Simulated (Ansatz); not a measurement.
## ScPd: sound and stiffness along [100], [110] and [111]

Computed with Ansatz, DFT LDA, scalar-relativistic, plane waves, PAW. Plane waves to 420 eV; Γ-centred k mesh 12×12×12; Fermi-Dirac smearing of 0.15 eV. No spin polarisation.

Relaxed structure:
```xyz
2
Lattice="3.2309 0.0000 0.0000 0.0000 3.2309 0.0000 0.0000 0.0000 3.2309" Properties=species:S:1:pos:R:3 pbc="T T T"
Sc    1.6154    1.6154    1.6154
Pd    0.0000    0.0000    0.0000
```

In a metal, frequencies and elastic constants depend on the k mesh and the smearing, soft modes and shear constants most.

With ions relaxed, on the cubic axes: C11 = 168.2, C12 = 117.0, C44 = 49.3 GPa. The density is 7.453 g/cm³.

Question: Is the crystal stable against strain, and how anisotropic is it?

Answer: Born's conditions hold: C11 + 2C12 = 402.2, C11 − C12 = 51.2 and C44 = 49.3 GPa are all positive. B = (C11 + 2C12)/3 = 134.1 GPa. The two shear moduli are C44 and C′ = (C11 − C12)/2 = 25.6 GPa, so Zener's ratio is A = C44/C′ = 1.92: the tetragonal shear C′ is the soft one, as in many fcc and bcc metals and zincblende crystals. The Cauchy pressure C12 − C44 is 67.7 GPa; it would vanish for pair forces between atoms on inversion centres at zero pressure, and a positive value is usual with metallic or many-body binding.

Question: Give the sound speeds along the three symmetry directions.

Answer: The Christoffel equation gives ρv² for each branch:
```tsv
direction	branch	ρv²	GPa	v (m/s)
[100]	L	C11	168.2	4751
[100]	T (×2)	C44	49.3	2572
[110]	L	(C11 + C12 + 2C44)/2	191.9	5074
[110]	T, u ∥ [001]	C44	49.3	2572
[110]	T, u ∥ [1-10]	(C11 − C12)/2	25.6	1854
[111]	L	(C11 + 2C12 + 4C44)/3	199.8	5178
[111]	T (×2)	(C11 − C12 + C44)/3	33.5	2120
```

Question: How does Young's modulus depend on direction?

Answer: Inverting gives S11 = 13.842, S12 = -5.678, S44 = 20.288 TPa⁻¹. Along a unit vector (l, m, n), 1/E = S11 − 2(S11 − S12 − S44/2)(l²m² + m²n² + n²l²), where the last bracket is 0, 1/4 and 1/3 for [100], [110] and [111]: E = 72, 109 and 132 GPa. With A > 1 the body diagonal is stiffest. For a film on (001), the biaxial modulus is C11 + C12 − 2C12²/C11 = 122 GPa and the normal strain is −2C12/C11 = -1.39 times the in-plane one.